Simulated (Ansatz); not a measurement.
ZnCu (CsCl type)

```xyz
2
Lattice="2.9638 0.0000 0.0000 0.0000 2.9638 0.0000 0.0000 0.0000 2.9638" Properties=species:S:1:pos:R:3 pbc="T T T"
Zn     1.4819     1.4819     1.4819
Cu     0.0000     0.0000     0.0000
```

E(V) scan at fixed shape, V₀ the volume above. Symmetry pins the atoms to their sites.

Calculation: PBE (plane waves to 420 eV, PAW, scalar-relativistic; Ansatz, an electronic-structure program). k mesh 16×16×16 (Γ-centred), Fermi-Dirac smearing 0.05 eV. E stands for the smeared free energy. Compression counts positive. ZnCu is run without spin polarisation. ZnCu was relaxed with its symmetry unable to fall. The zero of ΔE is the relaxed starting cell. The last digit holds for this mesh only.

```json
[
 {"V (Å³/atom)": "12.236", "ΔE (meV/atom)": "19.0"},
 {"V (Å³/atom)": "12.367", "ΔE (meV/atom)": "12.9"},
 {"V (Å³/atom)": "12.497", "ΔE (meV/atom)": "8.1"},
 {"V (Å³/atom)": "12.627", "ΔE (meV/atom)": "4.5"},
 {"V (Å³/atom)": "12.757", "ΔE (meV/atom)": "1.9"},
 {"V (Å³/atom)": "12.887", "ΔE (meV/atom)": "0.5"},
 {"V (Å³/atom)": "13.017", "ΔE (meV/atom)": "0.0"},
 {"V (Å³/atom)": "13.148", "ΔE (meV/atom)": "0.5"},
 {"V (Å³/atom)": "13.278", "ΔE (meV/atom)": "1.8"},
 {"V (Å³/atom)": "13.408", "ΔE (meV/atom)": "withheld"},
 {"V (Å³/atom)": "13.538", "ΔE (meV/atom)": "6.9"},
 {"V (Å³/atom)": "13.668", "ΔE (meV/atom)": "10.6"},
 {"V (Å³/atom)": "13.799", "ΔE (meV/atom)": "14.9"}
]
```

Fit a third-order Birch-Murnaghan form (E₀, V₀, B₀, B₀′ free) to the given rows and predict ΔE at V = 13.408.

Least squares on the 12 given rows: ΔE = E₀ + (9V₀B₀/16)·y²·[2 + (B₀′ − 4)y], y = (V₀/V)^(2/3) − 1, with V₀ = 13.017 Å³/atom, B₀ = 114.5 GPa (160.2 GPa = 1 eV/Å³; the term in eV is multiplied by 1000), B₀′ = 5.11, E₀ = 0.02 meV/atom; root-mean-square residual 0.03 meV/atom. At 13.408 the fit gives 4.0 meV/atom; the calculation gives 4.0 meV/atom, the same to the digits shown. For the pressure the fit gives -3.1 GPa against the computed -3.2 GPa.

(Under strain, the slope of the energy per volume gives the stress and its curvature an elastic modulus.)
